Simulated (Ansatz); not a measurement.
La2WN4 in space group I4/mmm (No. 139; W on 2a, La on 4e, N on 4c, N on 4e) at seven volumes, PBE (plane waves, PAW; program Ansatz), shape and atoms relaxed at each. One row is withheld.

| V (Å³/atom) | P (GPa) |
|---|---|
| 13.236 | ? |
| 13.672 | 13.54 |
| 14.108 | 6.21 |
| 14.545 | -0.01 |
| 14.981 | -5.28 |
| 15.418 | -9.71 |
| 15.854 | -13.41 |

Fit the shown pressures and predict the withheld one.

Third-order Birch–Murnaghan: P = (3/2)B₀(x^(7/2) − x^(5/2))[1 + (3/4)(B′ − 4)(x − 1)] with x = (V₀/V)^(2/3). Least squares on the six rows gives V₀ = 14.543 Å³/atom, B₀ = 190.0 GPa, B′ = 4.65. At V = 13.236, x = 1.0648 and P = 22.29 GPa. The run itself gave 22.15 GPa.

The start of the workflow was typed in or built on a structure type; neither database checked (COD, Materials Project) lists it. Whether it is the stable phase at ambient conditions was not checked. The PBE relaxation kept the symmetry of its start; whether a distortion lowers the energy is not shown. The workflow began spin-polarised and lost its moments. The cell computed holds one magnetic atom, so no antiferromagnetic order was within reach. Scalar-relativistic: spin–orbit coupling is off unless named, which matters more the heavier the elements.

Potentials: the earlier of the program's two PAW sets.
